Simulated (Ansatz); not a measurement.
Here is the system:

GdScO3:
```cif
data_GdO3Sc
_chemical_formula_sum 'Gd1 Sc1 O3'
_space_group_name_H-M_alt 'P 1'
_space_group_IT_number 1
_cell_length_a 3.97913
_cell_length_b 3.97913
_cell_length_c 3.97913
_cell_angle_alpha 90.000
_cell_angle_beta 90.000
_cell_angle_gamma 90.000
loop_
_space_group_symop_operation_xyz
  'x, y, z'
loop_
_atom_site_label
_atom_site_type_symbol
_atom_site_fract_x
_atom_site_fract_y
_atom_site_fract_z
_atom_site_occupancy
Gd1 Gd 0.00000 0.00000 0.00000 1
Sc1 Sc 0.50000 0.50000 0.50000 1
O1 O 0.00000 0.50000 0.50000 1
O2 O 0.50000 0.50000 0.00000 1
O3 O 0.50000 0.00000 0.50000 1
```
The run is spin-polarised; directions of the spins, atom by atom: ↑ 0 0 0 0.

This is the PBEsol-relaxed structure.

Problem. All from PBEsol (plane waves, PAW; program Ansatz), unless another level is named. Estimate the hole effective mass, band 3 of 3 at the edge.

Solution. 0.28 along [100], 0.39 along [110], 0.46 along [111] (mₑ).

Problem. Next, the smallest direct gap on the standard path?

Solution. 1.19 eV.

Problem. Give the band gap.

Solution. 1.16 eV (indirect).

Problem. What about the valence-band maximum?

Solution. at Γ.

Space group Pm-3m (cubic perovskite). A made-up cell: these elements were put on the sites of a structure type; neither database checked (COD, Materials Project) lists it. COD files the formula under space group No. 62. Its standing as an ambient phase is unchecked. Symmetry was held in the PBEsol relaxation. At this level the phase is dynamically unstable (imaginary phonons). Magnetic state: ferromagnetic, chosen from 3 collinear starts compared on coarse meshes (ties went to the first, and starts can fall back to one state), not a proven ground state. The 4f shell is in the valence, and the state reached may lie above the lowest one. No Hubbard U is applied. Scalar-relativistic: spin–orbit coupling is off unless named, which matters more the heavier the elements.

Potentials: the earlier of the program's two PAW sets. The files were generated under PBE; for other functionals the program regenerates the frozen cores, and for LDA and PBEsol the local potential too.
